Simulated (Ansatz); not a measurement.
The calculation used Ansatz, DFT PBE, scalar-relativistic, plane waves, PAW. Settings: cutoff 420 eV, Γ-centred meshes spaced at most about 0.3 Å⁻¹, and about 0.25 Å⁻¹ or finer for metals (2π included), Gaussian smearing. No spin polarisation in the final relaxations.

These are static total energies at zero pressure.

Compare these two cells of Nb2Si2O, each relaxed at this level.

A.

Space group I4/mmm (No. 139). a = 5.115 Å, b = 5.115 Å, c = 6.273 Å, α = 90.00°, β = 90.00°, γ = 90.00°
| atom | site | symmetry | x | y | z |
| --- | --- | --- | --- | --- | --- |
| Nb | 4d | -4m2 | 0.0000 | 0.5000 | 0.2500 |
| Si | 4e | 4mm | 0.0000 | 0.0000 | 0.2835 |
| O | 2a | 4/mmm | 0.0000 | 0.0000 | 0.0000 |

B.

Space group I4/mmm (No. 139). a = 3.289 Å, b = 3.289 Å, c = 13.557 Å, α = 90.00°, β = 90.00°, γ = 90.00°
| atom | site | symmetry | x | y | z |
| --- | --- | --- | --- | --- | --- |
| Nb | 4e | 4mm | 0.0000 | 0.0000 | 0.3979 |
| Si | 4d | -4m2 | 0.0000 | 0.5000 | 0.2500 |
| O | 2a | 4/mmm | 0.0000 | 0.0000 | 0.0000 |

Problem. Which form is favoured at zero pressure, and by what margin per atom?

Solution. B is lower, by 242 meV/atom. A has space group I4/mmm (No. 139), 16.4 Å³/atom and no gap on its mesh; B has space group I4/mmm (No. 139), 14.7 Å³/atom and no gap. Counting Nb or Si atoms around O (for each partner element, those within 1.25 times its shortest distance or 1.15 times the sum of covalent radii, where it is the nearest in units of that sum or under 1.3), A has O 2 and B has O 8. B holds Si–Si nets (shortest 2.33 Å); in A the shortest Si–Si distance is 2.72 Å, near bonding range too. The denser one is the lower, and pressure would at first widen the difference. Both come from invented guesses. A third cell relaxed alike, in C2/m, lies 0.33 eV/atom below the lower of the two.

Cells relaxed within their symmetry can be saddle points.
